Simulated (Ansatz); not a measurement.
Relaxed candidate structures of Cu2O:

A. P6/mmm (No. 191), hP3; a = b = 3.879 Å, c = 2.481 Å, α = β = 90.00°, γ = 120.00°; O 1a (0.000, 0.000, 0.000); Cu 2d (0.333, 0.667, 0.500); ferromagnetic

B. Pnma (No. 62), oP12; a = 6.4078 Å, b = 2.7325 Å, c = 7.0657 Å, α = 90.00°, β = 90.00°, γ = 90.00°; Cu 4c (0.012, 0.250, 0.317); Cu 4c (0.180, 0.250, 0.987); O 4c (0.245, 0.250, 0.717); non-magnetic

C. P-3m1 (No. 164), hP3, anti-CdI2 type; a = b = 2.8359 Å, c = 4.3848 Å, α = β = 90.00°, γ = 120.00°; O 1b (0.000, 0.000, 0.500); Cu 2d (0.667, 0.333, 0.209); non-magnetic

**Question.** Rank these by energy per atom (lowest first), as r2SCAN (plane waves to 500 eV, PAW, scalar-relativistic; Ansatz, a quantum-chemistry and plane-wave program) gives it.

**Answer.** C (reference), B (+0.12 eV/atom), A (+0.85 eV/atom)

The lowest structure calculated, Pn-3m, cP6, non-magnetic, is not among these; it lies 0.19 eV/atom below the lowest of them. 1 run with a doubtful electronic state, a coarser numerical grid, an end not at rest or a source that can't be used is left out. Each run could gain symmetry but not lose that of its start, so entries can be saddle points. All of these are generated cells (placed on structure types, drawn at random, substituted or restacked) that were not matched to a known phase here. Each structure is listed in the lowest spin state found for it. Static energies at zero pressure. Each cell has its own k-point mesh; energy differences are given only to the digits this allows. Spin states reached: ferromagnetic, non-magnetic; non-magnetic ones ran without spin or lost their moments; spin orders were not searched systematically. The d or f electrons are treated with no Hubbard U.
